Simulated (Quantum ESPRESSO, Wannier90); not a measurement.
## Wannier functions of AgNO$_{3}$ (R3m)

Structure: Materials Project mp-8196, symmetrised, not relaxed again. COD (Crystallography Open Database) has the formula in 2 space groups, this one among them (matched by group alone). Level: PBEsol, spinors with spin-orbit coupling; pw.x of Quantum ESPRESSO at 68 Ry with PseudoDojo potentials, 6×6×6 k-points, Wannier90. Density: 8×8×8 mesh, cold smearing 0.01 Ry.

```
begin unit_cell_cart
ang
    2.5909299136    1.4958740831    2.8787470000
   -2.5909299136    1.4958740831    2.8787470000
    0.0000000000   -2.9917481662    2.8787470000
end unit_cell_cart
mp_grid = 6 6 6
```

Neighbour vectors b of the finite-difference formula (Å⁻¹), by shell:

```csv
shell,b_x,b_y,b_z
1,0.00000,-0.23335,0.12126
1,-0.20209,0.11668,0.12126
1,0.20209,0.11668,0.12126
1,0.00000,0.23335,-0.12126
1,0.20209,-0.11668,-0.12126
1,-0.20209,-0.11668,-0.12126
2,-0.20209,-0.11668,0.24251
2,0.20209,-0.11668,0.24251
2,0.00000,0.23335,0.24251
2,0.20209,0.11668,-0.24251
2,-0.20209,0.11668,-0.24251
2,0.00000,-0.23335,-0.24251
```

Problem. Find the weights w_b from the completeness condition Σ_b w_b b_α b_β = δ_αβ.

Solution. Shell 1: Σ b_x² = 0.163, Σ b_y² = 0.163, Σ b_z² = 0.088 Å⁻²
Shell 2: Σ b_x² = 0.163, Σ b_y² = 0.163, Σ b_z² = 0.353 Å⁻²
Each of the three diagonal sums, weighted, has to give 1 and the off-diagonal ones 0, which holds for w_1 = 4.38 Å², w_2 = 1.74 Å². Check on xx: 4.38×0.163 + 1.74×0.163 = 1.00.

On this mesh the 6 functions of bands 17-22 (bands 17-22; start: SCDM (isolated), conv_tol = 1.0e-6) end with spreads 2.2633, 1.3646, 2.2642, 2.2629, 1.3648, 2.2644 Å², Ω_I = 10.6261 Å² and Ω_D = 0.0317 Å².

Ω_total is the sum of the spreads, 11.784 Å². Ω_OD = Ω_total − Ω_I − Ω_D = 1.126 Å². Only (Ω_D + Ω_OD)/Ω_total = 9.8 % depends on the gauge, and another start could lower the total by that share at most. The rms radius is √(Ω_total/6) = 1.40 Å.
